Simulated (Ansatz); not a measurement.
This guess for GaOsC₄N₄ is about to be relaxed.

```xyz
10
Lattice="5.8324 0.0000 0.0000 0.0000 5.8324 0.0000 0.0000 0.0000 5.8324" Properties=species:S:1:pos:R:3 pbc="T T T"
Ga    2.9162    2.9162    2.9162
Os    0.0000    0.0000    0.0000
C     1.0947    1.0947    1.0947
C     1.0947    4.7377    4.7377
C     4.7377    1.0947    4.7377
C     4.7377    4.7377    1.0947
N     1.7702    1.7702    1.7702
N     1.7702    4.0622    4.0622
N     4.0622    1.7702    4.0622
N     4.0622    4.0622    1.7702
```

Theory: DFT PBE, scalar-relativistic, plane waves, PAW in Ansatz. Cutoff 420 eV, Gaussian smearing, Γ-centred meshes. Cell and atoms relax first on a coarse mesh and then on a converged one. In between, the cell is made exact in the group found at 0.06 Å. The steps can't lower the symmetry of their start. Collinear spin, starting moments Os 1.0 μB.

A guess keeps its type if space group and coordination stay and the shape of the cell changes little (axis ratios within about 15 %, angles within 6°); the volume may change.

Question: Does it keep its structure type, or change into something else?

Answer: It keeps its type. The symmetry stays P-43m (No. 215). The volume per atom shrinks by 2.1 %, from 19.8 to 19.4 Å³. The shortest distance goes from 1.17 Å (C–N) to 1.19 Å (C–N). Counting neighbours within 15 % of an atom's shortest distance, the start has C 1, Ga 4, N 1, Os 4 and the end C 1, Ga 4, N 1, Os 4.

Formation energies are uncorrected and refer to the elements' standard structures at the same level (N₂ as a molecule).

Question: At what energy does it end?

Answer: +0.466 eV/atom. A positive value: parting into the elements would lower its energy.

The last run used collinear spin, a 6×6×6 mesh for its 10-atom cell and Gaussian smearing of 0.01 eV. These runs have no spin–orbit coupling, which can matter for Os. The reference form of C is held partly by dispersion forces, which this level lacks. Another magnetic order may lie lower. A structure relaxed within its symmetry needn't be a true minimum.
